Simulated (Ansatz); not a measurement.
The relaxed structure here is a generated cell of ScSi: the first start was made by placing the elements on the sites of a structure type, and the end was not matched to a known phase here, so it may be hypothetical.

A relaxed cell of ScSi (Immm (No. 71)), relaxed on a k-mesh at least as fine as the one used below. Calculation: PBE (plane waves to 420 eV, PAW, scalar-relativistic; Ansatz, a program for electronic structure). Γ-centred k-mesh 6×12×12 on the run's cell (coarser than for final values), Fermi–Dirac smearing 0.05 eV.

```yaml
crystal:
  lattice:
    - [-3.16522, 4.52177, 5.44566]
    - [0.00000, 0.00000, 5.44566]
    - [1.58261, 2.26088, -2.72283]
  atoms:
    - { symbol: Sc, position: [0.25000, 0.00000, 0.50000] }
    - { symbol: Sc, position: [0.75000, 0.00000, 0.50000] }
    - { symbol: Si, position: [0.75000, 0.50000, 0.50000] }
    - { symbol: Si, position: [0.25000, 0.50000, 0.50000] }
```

The atoms are displaced along an unstable phonon of this cell by (Å):

```tsv
atom	ux	uy	uz
Sc1	-0.007	-0.083	0.000
Sc2	0.007	0.083	0.000
Si3	0.150	0.010	0.000
Si4	-0.150	-0.010	0.000
```

Question: What forces (eV/Å) and pressure result?

Answer: 
```json
[
 {"atom": "Sc1", "Fx": "-0.02", "Fy": "-0.30", "Fz": "0.00"},
 {"atom": "Sc2", "Fx": "0.02", "Fy": "0.30", "Fz": "0.00"},
 {"atom": "Si3", "Fx": "0.30", "Fy": "0.03", "Fz": "0.00"},
 {"atom": "Si4", "Fx": "-0.30", "Fy": "-0.03", "Fz": "0.00"}
]
```

Pressure -0.1 GPa.

The undisplaced cell is probably no minimum: from this displacement the run went on to C2/m (No. 12), 0.10 eV/atom below it.

No spin polarisation in the result. The relaxed primitive cell holds an odd number of electrons. A magnetic state may lie lower.
